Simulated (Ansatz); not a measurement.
PtRhN2:
```
PtRhN2
1.0
    1.44549     0.83455     6.18583
   -1.44549     0.83455     6.18583
    0.00000    -1.66910     6.18583
Rh Pt N
1 1 2
Direct
  0.50000   0.50000   0.50000
  0.00000   0.00000   0.00000
  0.89585   0.89585   0.89585
  0.10415   0.10415   0.10415
```

Relaxed with PBEsol. Special points in fractions of this cell's reciprocal vectors: Γ (0.000, 0.000, 0.000); T (0.500, 0.500, 0.500); H2 (0.821, 0.179, 0.500); H0 (0.500, -0.179, 0.179); L (0.500, 0.000, 0.000); S0 (0.339, -0.339, 0.000); S2 (0.661, 0.000, 0.339); F (0.500, 0.000, 0.500).

**Question.** List the band energies nearest the Fermi level at these points for PBEsol (plane waves, PAW; program Ansatz).

**Answer.** In eV from the Fermi level; about four levels below and three above (degenerate sets whole), none deeper than 8.9 eV; … stands for higher levels left out; points with the same levels are listed once.

```json
[
 {"k": "Γ", "below": "-1.90 -1.90 -0.92 -0.92", "above": "4.19 4.19 …"},
 {"k": "T", "below": "-3.12 -3.12 -2.45 -2.45 -0.63", "above": "0.72 0.72 3.36 3.36"},
 {"k": "H2", "below": "-2.46 -1.55 -1.21 -0.70", "above": "0.01 1.66 3.33"},
 {"k": "L", "below": "-1.03 -0.28 -0.12 -0.08", "above": "2.03 2.65 3.39"},
 {"k": "S0", "below": "-2.48 -1.41 -1.26 -0.78", "above": "0.10 1.62 3.38"},
 {"k": "F", "below": "-2.24 -2.07 -1.03 -0.28", "above": "0.20 1.65 2.92"}
]
```

Space group R-3m. The start of the workflow was typed in or built on a structure type; neither database checked (COD, Materials Project) lists it. Its standing as an ambient phase is unchecked. Symmetry was held in the PBEsol relaxation; its stability against distortions is not shown here. The workflow began spin-polarised and lost its moments. Its formation energy is positive at this level, so the cell may be metastable or incomplete. Spin–orbit coupling is left out wherever it is not named.

Potentials: the later of the program's two PAW sets.
